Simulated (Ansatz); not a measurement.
# Ansatz run, BiClO

input.yaml (Ansatz 0.2.0)

```yaml
crystal:
  lattice:
    - [3.801113, 0.0, 0.0]
    - [0.0, 3.801113, 0.0]
    - [0.0, 0.0, 7.864037]
  atoms:
    - { symbol: Bi, position: [0.0, 0.5, 0.153] }
    - { symbol: Bi, position: [0.5, 0.0, 0.847] }
    - { symbol: O, position: [0.0, 0.0, 0.0] }
    - { symbol: O, position: [0.5, 0.5, 0.0] }
    - { symbol: Cl, position: [0.0, 0.5, 0.65] }
    - { symbol: Cl, position: [0.5, 0.0, 0.35] }
  symmetry: { tolerance: 0.0003 }
kpoints:
  mp_grid: { grid: [7, 7, 4], shift: [0, 0, 0] }
  band_path:
    path:
      - [0.0, 0.0, 0.0]
      - [0.0, 0.5, 0.0]
      - [0.5, 0.5, 0.0]
      - [0.0, 0.0, 0.0]
      - [0.0, 0.0, 0.5]
      - [0.0, 0.5, 0.5]
      - [0.5, 0.5, 0.5]
      - [0.0, 0.0, 0.5]
      - [0.0, 0.5, 0.0]
      - [0.0, 0.5, 0.5]
      - [0.5, 0.5, 0.0]
    npoints: 6
magnetization:
  spin_polarized: false
scf:
  occupations: { method: methfessel_paxton, width: 0.2413 }
  lower_state_search: "off"
  max_iter: 200
hamiltonian:
  pseudopotentials: { kind: paw }
  xc: pbesol
basis:
  ecutwfc: 420
  fft_grid_basis: typed
output:
  forces: true
  stress: true
  eigenvalues: true
  bader: true
  populations: true
  elf: true
  write_potential: true
  volumetric_format: npy
  dos:
    e_range: [-12, 8]
    de: 0.05
    projected: { site_lists: { Bi: [Bi], Cl: [Cl], O: [O] } }
checkpoint:
  read: saved_state
```

The run starts from an earlier solution of this cell. 

Excerpt of what it printed:

```
SCF iter   1: F=—  Δρ=8.68e-4  dr2=1.84e-3
SCF iter   2: F=—  S|Δr|=    0.00e0  Δρ=5.25e-4  dr2=2.19e-4
SCF iter   3: F=—  S|Δr|=    0.00e0  Δρ=1.90e-4  dr2=3.90e-5
SCF iter   4: F=—  S|Δr|=    0.00e0  Δρ=8.06e-5  dr2=6.65e-6
SCF iter   5: F=—  S|Δr|=    0.00e0  Δρ=1.38e-5  dr2=2.85e-7
SCF iter   6: F=-27729.7565 eV  S|Δr|=    0.00e0  Δρ=3.76e-6  dr2=1.05e-8
Free energy (F): -27729.7565 eV
Harris-Foulkes:  -27729.7565 eV  (|F-HF|=1.74e-8)
Internal energy: -27729.7565 eV  (E = F + TS)
E sigma→0 (E₀):  -27729.7565 eV
Fermi energy:    8.8464 eV
--- Per-component energies (eV) ---
  E_band       = -230.5325
  E_kinetic    = 1277.6116
  E_local      = -5387.5539  (includes V_loc(G=0)·N_el)
  E_nonlocal   = 1288.5532
  E_hartree    = 1977.3176
  E_xc         = -661.5721
  E_vxc        = -722.0161  (∫ρ·V_xc dr)
  E_paw        = -22607.4366  (= ΣΔE_a)
  E_vpaw       = -641.7672  (= ΣTr[D̂ρ^β])
  E_aug_tail   = 0.0043  (compensation charges beyond the density's cutoff)
  E_ewald      = -3617.0874
  E_core_change = 0.4069  (= ΣΔE_core)
  E_smearing   = 0.0000  (= −TS)
--- Forces (eV/Å), atoms counted from 1 ---
  atom   1  Bi     0.0000     0.0000     2.1476
  atom   2  Bi     0.0000     0.0000    -2.1476
  atom   3  O      0.0000     0.0000     0.0000
  atom   4  O      0.0000     0.0000     0.0000
  atom   5  Cl     0.0000     0.0000     0.5713
  atom   6  Cl     0.0000     0.0000    -0.5713
--- Stress (GPa, compression-positive) ---
        5.1015       0.0000       0.0000
        0.0000       5.1015       0.0000
        0.0000       0.0000       2.9742
  P = ⅓ Tr σ = 4.3924 GPa (43.924 kbar)
--- Bader charges: 6 sites ---
  site symbol  charge [e]  shift [e]
     0     Bi      1.8479     0.0007
     1     Bi      1.8479     0.0007
     2      O     -1.1951     0.0007
     3      O     -1.1951     0.0007
     4     Cl     -0.6528     0.0000
     5     Cl     -0.6528     0.0000
```

Origin: a known structure type with other elements, at an estimated volume, so it need not be a known compound. Caveats: atoms or cell far from equilibrium; wide smearing.
